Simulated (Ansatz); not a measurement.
KZnF3 (cubic perovskite, Pm-3m), DFT-LDA in the program Ansatz with PAW potentials: ε∞ = 2.46, cell volume 62.73 Å³. Infrared-active transverse modes:

| ω_TO (cm⁻¹) | oscillator strength S_xx (e²/amu) |
|---|---|
| 127.5 | 0.05982 |
| 180.2 | 0.1427 |
| 457.5 | 0.1521 |

**Question.** Compute the static dielectric constant.

**Answer.** Each mode adds (4.921e7/V) S/ω²: 2.89, 3.45, 0.57. So ε0 = 9.36.

The LDA relaxation kept the symmetry of its start; phonons on a q-mesh show no instability.

Potentials: the later of the program's two PAW sets.
